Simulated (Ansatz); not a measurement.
# Property card for Mg2CdSe3

Level of theory: Ansatz, DFT PBE, scalar-relativistic, plane waves, PAW.

Plane waves to 420 eV, a k mesh through Γ of 6×6×4 on the computed 6-atom cell and Gaussian smearing (0.02 eV); no spin polarisation.

The structure is relaxed at this level of theory with its symmetry kept, and needn't be the ground state of this composition.

```cif
data_structure
_symmetry_space_group_name_H-M 'P 1'
_symmetry_Int_Tables_number 1
_cell_length_a 4.2910
_cell_length_b 4.2910
_cell_length_c 10.4817
_cell_angle_alpha 90.000
_cell_angle_beta 90.000
_cell_angle_gamma 120.000
_cell_volume 167.14
loop_
_atom_site_label
_atom_site_type_symbol
_atom_site_fract_x
_atom_site_fract_y
_atom_site_fract_z
_atom_site_occupancy
Mg1 Mg 0.66667 0.33333 0.33520 1
Mg2 Mg 0.33333 0.66667 0.66203 1
Cd1 Cd 0.00000 0.00000 0.00226 1
Se1 Se 0.00000 0.00000 0.25764 1
Se2 Se 0.66667 0.33333 0.58323 1
Se3 Se 0.33333 0.66667 0.90963 1
```

| Item | Value |
| --- | --- |
| Space group | P3m1 (No. 156) |
| Volume per atom | 188.0 bohr³ |
| Formation energy from the elements' standard states (uncorrected) | -1.044 eV/atom |
| Kohn–Sham band gap | 1.49 eV, direct at Γ |
| Orbital (Löwdin) character of the top 1 eV of the valence band | Se 4p 94 % |
| Orbital (Löwdin) character of the lowest 1 eV of the conduction band | Cd 5s 35 %, Mg 3s 24 %, Se 4p 21 %, Se 4s 17 % |
| Electron masses at the edge by direction of the standard setting (m_e; one valley, along these axes only; no spin-orbit coupling) | x: 0.14; y: 0.14; z: 0.16 |
| Hole masses at the edge by direction of the standard setting (m_e; one valley, along these axes only; no spin-orbit coupling) | x: 1.2, 0.15; y: 1.2, 0.15; z: 7.9, 7.9 |
| Bulk modulus | 45 GPa |
| Its pressure derivative | 4.2 |
| Bader charge by site (e) | Mg (1 in the cell) 1.59, Mg (1 in the cell) 1.60, Cd (1 in the cell) 0.72, Se (1 in the cell) -1.38, Se (1 in the cell) -1.59, Se (1 in the cell) -0.94 |

The cell was found from a structure generator's guess, not taken from experiment. Kohn–Sham gaps at this level usually fall short of measured ones. Löwdin shares on free-atom orbitals overweight diffuse shells in the empty bands.
